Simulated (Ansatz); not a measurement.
The computed numbers are results of PBEsol, scalar-relativistic (collinear spin) in the plane-wave PAW code Ansatz at 420 eV, Γ-centred 8×8×8 mesh, 0.05 eV Gaussian smearing. The datasets are Ansatz's generated set soft_2.

A crystal of composition XF3, relaxed at this level of theory, gives this pattern between 10° and 80°.

Cu Kα1 powder pattern (kinematic, no thermal factors).
```csv
2θ (°),relative intensity
23.03,100
32.79,19
47.05,28
53.01,35
58.53,7
68.74,14
73.56,14
78.27,3
```

Task: Which lattice and cell does the pattern come from?

Result: Cubic, space group Pm-3m (No. 221), a = 3.859 Å, b = 3.859 Å, c = 3.859 Å, α = 90.00°, β = 90.00°, γ = 90.00°. The line positions fix the lattice at most, not the space group, and lines under 1 % of the strongest aren't listed; this is the group of the computed cell.

The calculation on XF3, where X is one element, gave:

```json
{
 "Band gap": "zero (metallic)",
 "Density of states at the Fermi level": "about 0.5 states/(eV·atom)",
 "Magnetic state": "ferromagnetic (the only order tried)",
 "Site spin moments": "X 3.86; F 0.20 μB",
 "Spin moment of the cell": "4.87 μB",
 "Formation energy from the elements (0 K, uncorrected)": "-2.07 eV/atom"
}
```

Sites: X on 1a, F on 3d.

Task: Which element is X?
A. Fe
B. Cr
C. Ni
D. Co

Result: A. X is Fe, so the compound is FeF3.

This is a trial structure; measured cells of the compound in the Crystallography Open Database are in space groups R-3c, Fd-3m. The ideal cubic cell shuts out tilts of the octahedra, which such structures often take.

The run wasn't fully tested for a lower electronic state. Site moments are of spin, integrated over atomic spheres. Compounds of this kind are often insulators, Mott or charge-transfer ones with an open 3d shell, so the metal found may come from the functional, which lacks a U or exact exchange, or from the structure. No antiparallel order was tried.
